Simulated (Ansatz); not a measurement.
Input and output for hcp Zr (0001), 1 layer: DFT, PBE, PAW with Ansatz's default frozen-core files, scalar-relativistic (Ansatz 0.2.0).

The slab is cut from a bulk crystal relaxed on PAW files (its atoms may have been relaxed since).

Command: `ansatz run input.yaml --threads 1 --pin off --max-ram 3584MiB --backend cpu --events-out ev --progress --plain --runs-dir out` It took 3.8 s on 1 thread of Intel(R) Xeon(R) Platinum 8375C CPU @ 2.90GHz (Ice Lake), with other jobs on the host, peak memory 0.43 GiB.

```yaml
crystal:
  lattice:
    - [3.231099296, 0.0, 0.0]
    - [-1.615549648, 2.7982140725, 0.0]
    - [0.0, 0.0, 16.0]
  atoms:
    - { symbol: Zr, position: [0.0, 0.0, 0.5] }
kpoints:
  mp_grid: { grid: [15, 15, 1] }
scf:
  occupations: { method: fermi_dirac, width: 0.08 }
hamiltonian:
  xc: pbe
  pseudopotentials: { kind: paw }
output:
  forces: true
  stress: true
  eigenvalues: true
  populations: true
efield:
  axis: 3
  amplitude: 0
  dipole_correction: true
```

Output:

```
Engine: ansatz 0.2.0
Pseudopotentials: kind: paw
Pseudopotential: Zr, paw, valence charge 12, recommended cutoff 420 eV (normal), Zr.paw.azcp
Functional definition: PBE
  parameter kappa = 0.804
  parameter beta = 0.06672455060314922
  exchange = pbe_x(kappa = kappa, mu = beta*pi^2/3)
  correlation = pbe_c(beta = beta)
Crystal: 1 atoms, lattice volume = 144.661 Å³
Basis set: ecut = 420 eV, 2897 PW (Γ), exchange–correlation on 48×48×216 points (8 copies of the dense FFT grid, shifted against one another)
Bands: 10, of which v1, the nominal top of the filled ones, is band 6 counted from 1 (5 counted from 0)
Symmetry: 12 space group operations
k-points: 27 of 225
Non-local potential: Zr, projectors of the file, l = 0: 3, l = 1: 2, l = 2: 2, l = 3: 2
PAW form: soft (Blöchl's): semilocal exchange-correlation on the pseudo side does not see the compensation charge
PAW one-centre angular grid: Zr, 590 points (default); XC on 64 Gauss nodes
Initial density: superposition of atomic densities (neutral atoms: chi_scale 0, normalization atom), corrected by the library's trained network
Initial wavefunctions: pseudopotential atomic-orbital guess
Functional: x = pbe(κ = 0.804, μ = 0.2195149727645171), c = pbe(β = 0.06672455060314922)
SCF iter   1: F=—  HF=-4181.724027 eV  |F-HF|=—  |Δ(HF+E_count)|=         —  Δρ=5.75e-3  dr2=6.87e-2  ethr=1.77e-3  p=0.000 e·Å  D=5.72e-14 V/Å  ΔV_dip=-0.00 eV  dr2_dipole=1.21e-13  V_vac-E_F(+/−)=3.84/3.84 eV  ⟨swp⟩=4.6  Hψ=1674  notcnv=0
efield: sawtooth ramp at fractional position 0.9500 (placed from the atoms, in the widest stretch of the axis that holds none; the zero of the levels goes with the place), width 0.1000; the density the first Hamiltonian is built on has a dipole p = 0.000 e·Å; the dipole correction subtracts the counter field D = 5.72e-14 V/Å, which shifts the + side's vacuum level by -0.00 eV against the − side's; the planar-averaged density in the ramp window peaks in size at 7.9e-5 e/Å³
preconditioner: auto → LDOS  [metal: Δε(μ)=0.012 eV  Ē_g=3.000 eV  σ=0.080 eV  W_gap=0.04  n_scr=8 (ndim 8)  ℏωp=6.2 eV  f_vac=0.663  D(μ)=3.40/eV (n_scr^D=10)  β→1.0]
SCF iter   2: F=—  HF=-4181.711924 eV  |F-HF|=—  |Δ(HF+E_count)|=   1.21e-2  Δρ=3.10e-3  dr2=1.09e-2  ethr=5.73e-4  p=0.000 e·Å  D=7.75e-8 V/Å  ΔV_dip=-0.00 eV  dr2_dipole=4.29e-15  V_vac-E_F(+/−)=3.98/3.98 eV  ⟨swp⟩=3.0  Hψ=704  notcnv=0
SCF iter   3: F=—  HF=-4181.712082 eV  |F-HF|=—  |Δ(HF+E_count)|=   1.58e-4  Δρ=7.06e-4  dr2=8.22e-4  ethr=9.06e-5  p=0.000 e·Å  D=5.10e-8 V/Å  ΔV_dip=-0.00 eV  dr2_dipole=4.88e-14  V_vac-E_F(+/−)=3.96/3.96 eV  ⟨swp⟩=3.0  Hψ=484  notcnv=0
SCF iter   4: F=—  HF=-4181.712303 eV  |F-HF|=—  |Δ(HF+E_count)|=   2.21e-4  Δρ=1.62e-4  dr2=2.83e-5  ethr=6.85e-6  p=-0.000 e·Å  D=-5.00e-8 V/Å  ΔV_dip=0.00 eV  dr2_dipole=2.76e-13  V_vac-E_F(+/−)=3.96/3.96 eV  ⟨swp⟩=1.6  Hψ=304  notcnv=0
SCF iter   5: F=—  HF=-4181.712348 eV  |F-HF|=—  |Δ(HF+E_count)|=   4.43e-5  Δρ=1.72e-5  dr2=2.39e-7  ethr=2.36e-7  p=-0.000 e·Å  D=-9.46e-8 V/Å  ΔV_dip=0.00 eV  dr2_dipole=1.22e-12  V_vac-E_F(+/−)=3.96/3.96 eV  ⟨swp⟩=2.1  Hψ=357  notcnv=0
SCF iter   6: F=-4181.712348 eV  HF=-4181.712348 eV  |F-HF|=4.86e-8  |Δ(HF+E_count)|=   6.00e-7  Δρ=3.93e-6  dr2=3.47e-8  ethr=8.33e-10  p=0.000 e·Å  D=1.34e-8 V/Å  ΔV_dip=-0.00 eV  dr2_dipole=1.02e-12  V_vac-E_F(+/−)=3.96/3.96 eV  ⟨swp⟩=7.0  Hψ=1432  notcnv=0
SCF 1 converged in 6 iterations: F = -4181.712348 eV  dr2 = 3.47e-8
  greatest PAW one-centre occupation: 0.996 electrons in one spin orbital (limit 2), on the Zr atom at site 0 (counted from 0), in its partial waves of l = 0
SCF converged after 6 iterations
Free energy (F): -4181.712348 eV
Harris-Foulkes:  -4181.712348 eV  (|F-HF|=4.86e-8)
Internal energy: -4181.639527 eV  (E = F + TS)
E sigma→0 (E₀):  -4181.675938 eV
Entropy (-TS):   -0.072821 eV (-72.821 meV/atom)
Fermi energy:    -0.898849 eV
Dipole field:    D = -0.000002 V/Å  (p = -0.000001 e·Å, saw-weighted, corrected)
Work function:   Φ+ = 3.9612 eV   Φ− = 3.9612 eV
Levels:          The Fermi level and band energies are counted from a zero that moves with the ramp; work functions are not
--- Per-component energies (eV) ---
  E_band       = -276.393648
  E_kinetic    = 327.994166
  E_local      = -3677.321598  (includes V_loc(G=0)·N_el)
  E_nonlocal   = 81.761280
  E_hartree    = 1629.156686
  E_xc         = -158.304480
  E_vxc        = -186.404491  (∫ρ·V_xc dr)
  E_paw        = -2954.278138  (= ΣΔE_a)
  E_vpaw       = -80.725046  (= ΣTr[D̂ρ^β])
  E_aug_tail   = 0.000025  (compensation charges beyond the density's cutoff)
  E_efield     = 0.000000  (sawtooth field / dipole correction)
  E_vefield    = 0.000000  (∫n·V_field dr)
  E_ewald      = 569.352532
  E_smearing   = -0.072821  (= −TS)
  E_closure    = -0.000000  (closes the sum)
  Σ components = -4181.712348   (vs F -4181.712348, Δ=0.00e0)
--- Forces (eV/Å), atoms counted from 1 ---
  atom   1  Zr     0.00000000     0.00000000     0.00000162
  max |Σ_I F_I| component: 1.62e-6 eV/Å
--- Stress (GPa, compression-positive) ---
       -3.280493      -0.000000       0.000000
       -0.000000      -3.280493      -0.000000
        0.000000      -0.000000       0.000081
  P = ⅓ Tr σ = -2.1870 GPa (-21.870 kbar)
--- Band table (eV; the first three rows and the last of 27) ---
  k-point 0: bands = ["-50.1437", "-28.3175", "-27.7117", "-27.7117", "-4.6899", "-1.0462", "-0.4582", "0.2425", "0.2425", "2.2972"]
  k-point 1: bands = ["-50.1403", "-28.3135", "-27.7411", "-27.7184", "-4.5587", "-0.9823", "-0.4971", "0.1189", "0.3528", "2.2357"]
  k-point 2: bands = ["-50.1304", "-28.3020", "-27.8235", "-27.7373", "-4.1833", "-0.8049", "-0.6230", "-0.1771", "0.6777", "2.1583"]
  k-point 26: bands = ["-50.0526", "-28.2110", "-28.1671", "-28.1671", "-0.8049", "-0.8049", "-0.6001", "-0.6001", "1.0394", "5.5206"]
--- Löwdin populations: 1 site ---
  site symbol       q [e]
     0     Zr     11.9196
  spilling = 0.006704 (of n_electrons = 12.000000)
```

populations.tsv:

```
# site	symbol	l	j	q
# orbitals = lowdin
# n_electrons = 12.000000
# spilling = 0.006704
0	Zr	0_4S	-	1.968908
0	Zr	0_5S	-	0.912046
0	Zr	1_4P	-	5.980934
0	Zr	2_4D	-	3.057667
```

Next run (vacuum of 13 Å), as changes to the input before:

```diff
-    - [0.0, 0.0, 16.0]
+    - [0.0, 0.0, 13.0]
   atoms:
   eigenvalues: true
-  populations: true
 efield:
```

Results part of the output:

```
WARN: efield: at this solve's end the planar-averaged density reaches 2.79e-5 e/Å³ inside the ramp window [0.8731, 0.1269] (bound 1e-5 e/Å³); the window's nearer edge stands 4.85 Å from this solve's nearest atom along the axis. Its work functions, free energy, forces, stress, dipole, levels and responses can be off, and this figure does not tell by how much. A short vacuum, a low `basis.ecutwfc` or `basis.ecutrho_ratio` and negative occupations (`scf.occupations.method`) can put density there. See the manual's quickstart, § The vacuum guard
SCF 1 converged in 6 iterations: F = -4181.712351 eV  dr2 = 2.97e-8
  greatest PAW one-centre occupation: 0.996 electrons in one spin orbital (limit 2), on the Zr atom at site 0 (counted from 0), in its partial waves of l = 0
SCF converged after 6 iterations
Free energy (F): -4181.712351 eV
Harris-Foulkes:  -4181.712351 eV  (|F-HF|=2.38e-9)
Internal energy: -4181.639535 eV  (E = F + TS)
E sigma→0 (E₀):  -4181.675943 eV
Entropy (-TS):   -0.072817 eV (-72.817 meV/atom)
Fermi energy:    -0.192128 eV
Dipole field:    D = -0.000001 V/Å  (p = -0.000000 e·Å, saw-weighted, corrected)
Work function:   Φ+ = 3.9607 eV   Φ− = 3.9609 eV
Levels:          The Fermi level and band energies are counted from a zero that moves with the ramp; work functions are not
Vacuum region:   at the solve's end the planar-averaged density reaches 2.79e-5 e/Å³ inside the ramp window [0.8731, 0.1269] (bound 1e-5 e/Å³)
--- Per-component energies (eV) ---
  E_band       = -267.912081
  E_kinetic    = 327.994262
  E_local      = -2965.303454  (includes V_loc(G=0)·N_el)
  E_nonlocal   = 81.761548
  E_hartree    = 1277.387238
  E_xc         = -158.304365
  E_vxc        = -186.404356  (∫ρ·V_xc dr)
  E_paw        = -2954.278202  (= ΣΔE_a)
  E_vpaw       = -80.725136  (= ΣTr[D̂ρ^β])
  E_aug_tail   = 0.000025  (compensation charges beyond the density's cutoff)
  E_efield     = 0.000000  (sawtooth field / dipole correction)
  E_vefield    = 0.000000  (∫n·V_field dr)
  E_ewald      = 209.103413
  E_smearing   = -0.072817  (= −TS)
  E_closure    = -0.000000  (closes the sum)
  Σ components = -4181.712351   (vs F -4181.712351, Δ=0.00e0)
--- Forces (eV/Å), atoms counted from 1 ---
  atom   1  Zr     0.00000000    -0.00000000     0.00000054
  max |Σ_I F_I| component: 5.45e-7 eV/Å
--- Stress (GPa, compression-positive) ---
       -4.037765       0.000000      -0.000000
        0.000000      -4.037765      -0.000000
        0.000000      -0.000000       0.000118
  P = ⅓ Tr σ = -2.6918 GPa (-26.918 kbar)
--- Band table (eV; the first three rows and the last of 27) ---
  k-point 0: bands = ["-49.4369", "-27.6107", "-27.0049", "-27.0049", "-3.9832", "-0.3401", "0.2506", "0.9493", "0.9493", "3.0040"]
  k-point 1: bands = ["-49.4334", "-27.6066", "-27.0343", "-27.0116", "-3.8520", "-0.2762", "0.2113", "0.8257", "1.0595", "2.9535"]
  k-point 2: bands = ["-49.4236", "-27.5951", "-27.1166", "-27.0305", "-3.4766", "-0.0987", "0.0846", "0.5296", "1.3844", "2.8651"]
  k-point 26: bands = ["-49.3458", "-27.5041", "-27.4603", "-27.4603", "-0.0981", "-0.0981", "0.1067", "0.1067", "1.7462", "6.2270"]
```

The program warned of electron density in the middle of the vacuum in some runs, so work functions there carry some error.
